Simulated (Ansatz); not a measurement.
Two states of Co$_{3}$H

```
Co H
1.0
     2.38825    4.13658    0.00000
    -2.38825    4.13658    0.00000
     0.00000    0.00000    3.84360
Co H
6 2
Direct
  0.83300 0.83300 0.25000
  0.16700 0.66600 0.75000
  0.33400 0.83300 0.25000
  0.16700 0.16700 0.75000
  0.83300 0.33400 0.25000
  0.66600 0.16700 0.75000
  0.33330 0.33340 0.25000
  0.66660 0.66670 0.75000
```

The numbers come from plane-wave PAW DFT (Ansatz): r2SCAN, 500 eV, 4×4×5 Γ-centred k points, fermi-dirac occupations (width 0.1 eV). Nothing was relaxed.

State A: Co1 up, Co2 down, Co3 up, Co4 down, Co5 up, Co6 down (collinear spin). State B: Co1 up, Co2 up, Co3 up, Co4 up, Co5 up, Co6 up (collinear spin).

Problem. Which state is lower, and how do they differ?

Solution. State B is lower by 242.1 meV an atom at zero smearing; in free energy at this smearing B lies -232.7 meV an atom from A.

| state | free energy (meV/atom) | largest moment in a small sphere (μB) | net moment (μB/cell) | gap on mesh (eV) | pressure (GPa) | largest force (eV/Å) |
| --- | --- | --- | --- | --- | --- | --- |
| A | 232.7 | 1.60 | 0.00 | metal | 4.8 | 1.10 |
| B | 0.0 | 1.89 | 10.73 | metal | 1.6 | 0.89 |

Origin: a known structure type with other elements, at an estimated volume, so it need not be a known compound. Caveats: the k mesh is coarse if the cell is a metal.
